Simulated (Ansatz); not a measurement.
# Response of Bi to small distortions

```yaml
crystal:
  lattice:
    - [2.27300, 1.31232, 3.95400]
    - [-2.27300, 1.31232, 3.95400]
    - [0.00000, -2.62463, 3.95400]
  atoms:
    - { symbol: Bi, position: [0.23389, 0.23389, 0.23389] }
    - { symbol: Bi, position: [0.76611, 0.76611, 0.76611] }
```

Atom numbers follow the list: Bi1, Bi2.

The conventional cell has a = 4.546 Å, b = 4.546 Å, c = 11.862 Å, α = 90.00°, β = 90.00°, γ = 120.00°. Bi (atom 1) is surrounded by 6 Bi at 3.07 to 3.53 Å.

The structure is an experimental refinement, used without relaxation.

No spin–orbit coupling, which matters for the heavy atoms here.

These are results of Ansatz 0.2.0, DFT, LDA, all-electron PAW with datasets made for the crystal, scalar-relativistic, not measurements.

Sampling and basis: a Γ-centred 11×11×11 k mesh, Fermi–Dirac smearing of 0.03 eV, cutoff 260 eV (chosen by the program for this cell), no spin polarisation.

The unchanged cell is at -1.83 GPa.

In a metal, stresses and small energies carry noise from the k mesh.

x, y and z are the Cartesian axes of the cell as listed; fractional coordinates follow a strain, and an engineering shear is twice the off-diagonal strain component.

Problem. One change gave: energy change +7 meV/atom; stress change (xx, yy, zz, yz, xz, xy) -0.60, 0.74, 0.08, 1.33, 0.63, 0.29 GPa, compression positive; change of the force on Bi1 (0.087, 0.176, -0.001) eV/Å. Which change was it?
A. equal xy, yz and zx engineering shear strains of -1 %
B. equal xy, yz and zx engineering shear strains of +2 %
C. equal xy, yz and zx engineering shear strains of +1 %
D. equal xy, yz and zx engineering shear strains of +3 %
E. equal xy, yz and zx engineering shear strains of -3 %
F. equal xy, yz and zx engineering shear strains of -2 %

Solution. E. For equal xy, yz and zx engineering shear strains of -1 %: energy change under 1 meV/atom; stress change (xx, yy, zz, yz, xz, xy) -0.21, 0.22, 0.01, 0.44, 0.22, 0.10 GPa, compression positive; change of the force on Bi1 (0.029, 0.057, 0.000) eV/Å. For equal xy, yz and zx engineering shear strains of +2 %: energy change +3 meV/atom; stress change (xx, yy, zz, yz, xz, xy) 0.45, -0.39, 0.03, -0.85, -0.44, -0.19 GPa, compression positive; change of the force on Bi1 (-0.060, -0.113, -0.001) eV/Å. For equal xy, yz and zx engineering shear strains of -2 %: energy change +3 meV/atom; stress change (xx, yy, zz, yz, xz, xy) -0.41, 0.47, 0.03, 0.88, 0.43, 0.20 GPa, compression positive; change of the force on Bi1 (0.058, 0.116, -0.001) eV/Å. For equal xy, yz and zx engineering shear strains of +1 %: energy change under 1 meV/atom; stress change (xx, yy, zz, yz, xz, xy) 0.22, -0.20, 0.01, -0.43, -0.22, -0.10 GPa, compression positive; change of the force on Bi1 (-0.030, -0.057, 0.000) eV/Å. For equal xy, yz and zx engineering shear strains of +3 %: energy change +7 meV/atom; stress change (xx, yy, zz, yz, xz, xy) 0.68, -0.54, 0.08, -1.26, -0.67, -0.28 GPa, compression positive; change of the force on Bi1 (-0.090, -0.168, -0.001) eV/Å.
